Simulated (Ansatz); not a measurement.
SiMo in space group P6/mmm (No. 191; Mo on 3f, Si on 1a, Si on 2d) under volume change, the program Ansatz at the PBE level (PAW), shape and atoms relaxed at each volume.

| V (Å³/atom) | E − E(relaxed) (meV/atom) | P (GPa) |
|---|---|---|
| 15.798 | 88.9 | 19.79 |
| 16.319 | 37.3 | 12.13 |
| 16.840 | 8.8 | 5.58 |
| 17.360 | 0.0 | -0.01 |
| 17.881 | [?] | [?] |
| 18.402 | 30.3 | -8.83 |
| 18.923 | [?] | [?] |

Question: Complete the blanks.

Answer: 
- 17.881, E − E(relaxed) (meV/atom): 8.0
- 17.881, P (GPa): -4.78
- 18.923, E − E(relaxed) (meV/atom): 64.8
- 18.923, P (GPa): -12.27

Question: What does a third-order Birch–Murnaghan fit give for V₀, B₀ and B′?

Answer: V₀ = 17.36 Å³/atom, B₀ = 171 GPa, B′ = 4.3.

The cell is a constructed one: a structure type filled with these elements; neither database checked (COD, Materials Project) lists it. Its standing as an ambient phase is unchecked. The cell was relaxed with PBE under the symmetry of its start; whether a distortion lowers the energy is not shown. The run is not spin-polarised.

Potentials: the later of the program's two PAW sets.
